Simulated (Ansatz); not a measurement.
Values for one crystal, relaxed and computed with LDA (plane waves, PAW; program Ansatz); other levels are named.

Volume per atom: 11.41 Å³
Band gap: 6.46 eV (direct)
Zero-point energy: 44.6 meV/atom
Pressure derivative B′: 4.7
Hole effective mass, band 3 of 3 at the edge: 0.95 along [100], 0.91 along [110], 0.89 along [111] (mₑ)
Conduction-band minimum: at Γ
Mechanical stability: stable (all eigenvalues of C positive)

Task: Which of these materials gives this?
(A) BaTe, rock salt
(B) NaF, rock salt
(C) SiRu, P2_13 (Si on 4a, Ru on 4a)
(D) GaN, P6_3mc (Ga on 2a, Ga on 2b, N on 2a, N on 2b)

Result: B, NaF, rock salt

Space group Fm-3m (rock salt). Symmetry was held in the LDA relaxation; phonons on a q-mesh show no instability.

Potentials: the later of the program's two PAW sets.
